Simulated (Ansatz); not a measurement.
Re (dhcp (α-La type), space group No. 194) at seven volumes, the program Ansatz at the PBE level (PAW), shape and atoms relaxed at each. One row is withheld.

| V (Å³/atom) | P (GPa) |
|---|---|
| 13.596 | ? |
| 14.044 | 25.89 |
| 14.492 | 11.89 |
| 14.940 | 0.00 |
| 15.388 | -10.08 |
| 15.837 | -18.62 |
| 16.285 | -25.84 |

Task: Fit the shown pressures and predict the withheld one.

Result: Third-order Birch–Murnaghan: P = (3/2)B₀(x^(7/2) − x^(5/2))[1 + (3/4)(B′ − 4)(x − 1)] with x = (V₀/V)^(2/3). Least squares on the six rows gives V₀ = 14.940 Å³/atom, B₀ = 364.1 GPa, B′ = 4.52. At V = 13.596, x = 1.0649 and P = 42.50 GPa. The run itself gave 42.35 GPa.

Space group P6_3/mmc (dhcp (α-La type)). The workflow started from a Materials Project entry (that database holds measured and hypothetical structures alike). Its sites differ from those of the usual phase in this space group: another stacking or structure type. Symmetry was held in the PBE relaxation; its stability against distortions is not shown here. No spin polarisation was allowed. Scalar-relativistic: spin–orbit coupling is off unless named, which matters more the heavier the elements.

Potentials: the earlier of the program's two PAW sets.
